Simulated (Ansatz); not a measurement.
**Data sheet: Si3Ge (DFT)**

Si$_{3}$Ge:
```xyz
4
Lattice="3.9140 0.0000 0.0000 0.0000 3.9140 0.0000 0.0000 0.0000 5.5274" Properties=species:S:1:pos:R:3 pbc="T T T"
Si     1.9570     0.0000     4.1780
Si     0.0000     0.0000     0.0000
Si     0.0000     1.9570     1.3494
Ge     1.9570     1.9570     2.7637
```

Space group P-4m2 (No. 115); conventional cell a = 3.9140 Å, b = 3.9140 Å, c = 5.5274 Å, α = 90.00°, β = 90.00°, γ = 90.00°.

Method: PBE in the plane-wave PAW code Ansatz. The cell and atoms are relaxed at this level. Other levels are named where they apply.

### Cell and energy

```yaml
volume_per_atom: 21.17 Å³
density: 3.08 g/cm³
Formation energy from the elements (no fitted shifts): 1.5 kJ/mol-atom
```

### Electronic structure

```yaml
band_gap: 0.39 eV (indirect)
valence_band_maximum: at Γ
conduction_band_minimum: at M
smallest_direct_gap_on_the_standard_path: 0.67 eV
electron_effective_mass: 0.19, 0.41, 0.41 mₑ (principal values)
Electron effective mass with spin–orbit coupling: 0.19, 0.41, 0.41 mₑ (principal values)
Hole effective mass, band 1 of 2 at the edge: 2.3 along x, 0.26 along z (mₑ)
Hole effective mass, band 2 of 2 at the edge: 0.079 along x, 0.26 along z (mₑ)
Hole effective mass with spin–orbit coupling: 0.15, 0.16, 0.25 mₑ (principal values)
Gap with spin–orbit coupling: 0.35 eV
```

### Mechanics

```yaml
Bulk modulus (Birch–Murnaghan fit): 81.3 GPa
Pressure derivative B′: 4.4
```

The start of the workflow was typed in or built on a structure type; neither database checked (COD, Materials Project) lists it. Its standing as an ambient phase is unchecked. Symmetry was held in the PBE relaxation; whether a distortion lowers the energy is not shown. The references are the lowest solids computed at this level, not always the standard phases. Scalar-relativistic: spin–orbit coupling is off unless named, which matters more the heavier the elements.

Potentials: the later of the program's two PAW sets.
